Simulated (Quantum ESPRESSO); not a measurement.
pw.x input (Quantum ESPRESSO 7.5; LDA, PseudoDojo standard norm-conserving files, scalar-relativistic):

```
&CONTROL
  calculation = 'scf'
  pseudo_dir = './pseudo'
  outdir = './out'
  tprnfor = .true.
  tstress = .true.
/
&SYSTEM
  ibrav = 0
  nat = 8
  ntyp = 3
  ecutwfc = 88.0
  ecutrho = 352.0
  occupations = 'smearing'
  smearing = 'fd'
  degauss = 0.002
  nbnd = 39
/
&ELECTRONS
  conv_thr = 8e-10
/
ATOMIC_SPECIES
F 18.9984 F.upf
Na 22.9898 Na.upf
Sb 121.7600 Sb.upf
CELL_PARAMETERS angstrom
  0.000000000000   4.134605000000   4.134605000000
  4.134605000000   0.000000000000   4.134605000000
  4.134605000000   4.134605000000   0.000000000000
ATOMIC_POSITIONS crystal
F   0.771280000000   0.771280000000   0.228720000000
F   0.228720000000   0.228720000000   0.771280000000
F   0.228720000000   0.771280000000   0.771280000000
F   0.771280000000   0.228720000000   0.228720000000
F   0.771280000000   0.228720000000   0.771280000000
F   0.228720000000   0.771280000000   0.228720000000
Na   0.500000000000   0.500000000000   0.500000000000
Sb   0.000000000000   0.000000000000   0.000000000000
K_POINTS automatic
6 6 6 0 0 0
```

End of the output:

```
     total energy              =    -567.96232658 Ry
     estimated scf accuracy    <       0.00000239 Ry
     total energy              =    -567.96232639 Ry
     estimated scf accuracy    <       0.00000069 Ry
     total energy              =    -567.96232654 Ry
     estimated scf accuracy    <          2.1E-09 Ry
[...]
     the Fermi energy is    -0.2037 ev
!    total energy              =    -567.96232654 Ry
     estimated scf accuracy    <          2.9E-10 Ry
     smearing contrib. (-TS)   =       0.00000000 Ry
     internal energy E=F+TS    =    -567.96232654 Ry
     The total energy is F=E-TS. E is the sum of the following terms:
     one-electron contribution =    -431.86971523 Ry
     hartree contribution      =     242.47553596 Ry
     xc contribution           =    -123.05368767 Ry
     ewald contribution        =    -255.51445960 Ry
     convergence has been achieved in   9 iterations
     Forces acting on atoms (cartesian axes, Ry/au):
     atom    1 type  1   force =     0.00000000    0.00000000   -0.00104308
     atom    2 type  1   force =     0.00000000    0.00000000    0.00104308
     atom    3 type  1   force =    -0.00104308   -0.00000000    0.00000000
     atom    4 type  1   force =     0.00104308    0.00000000   -0.00000000
     atom    5 type  1   force =     0.00000000   -0.00104308    0.00000000
     atom    6 type  1   force =     0.00000000    0.00104308    0.00000000
     atom    7 type  2   force =    -0.00000000    0.00000000   -0.00000000
     atom    8 type  3   force =    -0.00000000    0.00000000   -0.00000000
     Total force =     0.002555     Total SCF correction =     0.000014
     Computing stress (Cartesian axis) and pressure
          total   stress  (Ry/bohr**3)                   (kbar)     P=       -8.05
  -0.00005472  -0.00000000  -0.00000000           -8.05       -0.00       -0.00
  -0.00000000  -0.00005472  -0.00000000           -0.00       -8.05       -0.00
  -0.00000000  -0.00000000  -0.00005472           -0.00       -0.00       -8.05
```
In a gapped system the printed Fermi energy is only some level inside the gap.

Spin-orbit coupling is not included.

Geometry of the Materials Project entry, not relaxed at this level.
